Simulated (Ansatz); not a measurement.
Relaxed SiC (wurtzite):

```yaml
crystal:
  lattice:
    - [3.09195, 0.00000, 0.00000]
    - [-1.54598, 2.67771, 0.00000]
    - [0.00000, 0.00000, 5.07427]
  atoms:
    - { symbol: Si, position: [0.66667, 0.33333, 0.00052] }
    - { symbol: Si, position: [0.33333, 0.66667, 0.50052] }
    - { symbol: C, position: [0.66667, 0.33333, 0.62468] }
    - { symbol: C, position: [0.33333, 0.66667, 0.12468] }
```

Two-dimensional scan of atom 2 (Si, nearest neighbour C at 1.893 Å; its periodic images, 3.1 Å or more away, move with it): u runs along (1.000, 0.000, 0.000), v along (0.000, 1.000, 0.000) (Cartesian). Cell and other atoms are fixed.

The numbers are results of PBE (plane waves to 420 eV, PAW, scalar-relativistic; Ansatz, a program for electronic structure), not measurements. k mesh 10×10×5 (Γ-centred), Fermi-Dirac smearing 0.05 eV. The energy includes the smearing's −TS. Points where atoms come too close for the PAW data are left out (x in tables, blank in figures). SiC was relaxed with its symmetry unable to fall. The zero of ΔE is the undisplaced structure. Axes are in Å.

**Question.** Predict the ΔE (meV/cell) at all points of the grid u = -0.620, -0.310, 0.000, 0.310, 0.620 by v = -0.620, -0.310, 0.000, 0.310, 0.620.

**Answer.** ΔE (meV/cell), with u across and v down:

```csv
v \ u,-0.620,-0.310,0.000,0.310,0.620
-0.620,x,4745,1920,4745,x
-0.310,x,2596,691,2596,x
0.000,4215,963,0,963,4215
0.310,2219,1423,1245,1423,2219
0.620,4187,x,x,x,4187
```

(For displaced atoms, the force is minus the slope of the energy, and its curvature is a force constant, which sets phonon frequencies.)
